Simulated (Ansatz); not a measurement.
Total density of states per atom from DFT-r²SCAN in the program Ansatz with PAW potentials, in 0.25 eV bins, energy from the Fermi level:

```
E (eV) | states/eV/atom
    -7.85 | #### 0.16
    -7.60 | ## 0.08
    -7.35 |  0.01
    -7.10 |  0.00
    -6.85 |  0.00
    -6.60 |  0.00
    -6.35 |  0.00
    -6.10 |  0.00
    -5.85 |  0.00
    -5.60 | ### 0.11
    -5.35 | ########## 0.40
    -5.10 | ########## 0.40
    -4.85 | ######### 0.38
    -4.60 | ########## 0.40
    -4.35 | ########### 0.46
    -4.10 | ############# 0.53
    -3.85 | ############# 0.54
    -3.60 | ################ 0.63
    -3.35 | ################## 0.72
    -3.10 | ########################## 1.03
    -2.85 | ############### 0.62
    -2.60 | ################# 0.70
    -2.35 | ########### 0.45
    -2.10 | ########### 0.46
    -1.85 | ##################### 0.83
    -1.60 | #################### 0.80
    -1.35 | ############## 0.57
    -1.10 | ############## 0.55
    -0.85 | ########## 0.40
    -0.60 | ########## 0.39
    -0.35 | ############ 0.48
    -0.10 | #### 0.17
     0.15 | ###### 0.22
     0.40 | ########### 0.46
     0.65 | ############ 0.49
     0.90 | ############## 0.58
     1.15 | ################# 0.67
     1.40 | ################### 0.76
     1.65 | ################# 0.69
     1.90 | ##################### 0.83
     2.15 | ####################### 0.93
     2.40 | ############################ 1.14
     2.65 | ############################## 1.21
     2.90 | ########################## 1.04
     3.15 | #################### 0.79
     3.40 | ################# 0.70
     3.65 | ####################### 0.94
     3.90 | ####################### 0.91
```

Question: Which of these materials gives this?
A. Ca3GeN, anti-perovskite
B. LuNi2Ge2, I4/mmm (Lu on 2a, Ni on 4d, Ge on 4e)
C. Zr2Au, MoSi2 or CaC2 type
D. ZrGe, Pnma (Zr on 4c, Ge on 4c)

Answer: D, ZrGe, Pnma (Zr on 4c, Ge on 4c). Within 0.5 eV of the Fermi level: Zr 4d 77 %, Ge 4p 15 %. Projections are on Löwdin-orthogonalised atomic valence shells; empty p or d shells of many metals are not among them.

The workflow started from a Materials Project entry (that database holds measured and hypothetical structures alike); the Crystallography Open Database copy checked does not list it. Its standing as an ambient phase is unchecked. The r²SCAN relaxation kept the symmetry of its start; its stability against distortions is not shown here. The run is not spin-polarised. Scalar-relativistic: spin–orbit coupling is off unless named, which matters more the heavier the elements.

Potentials: the later of the program's two PAW sets.
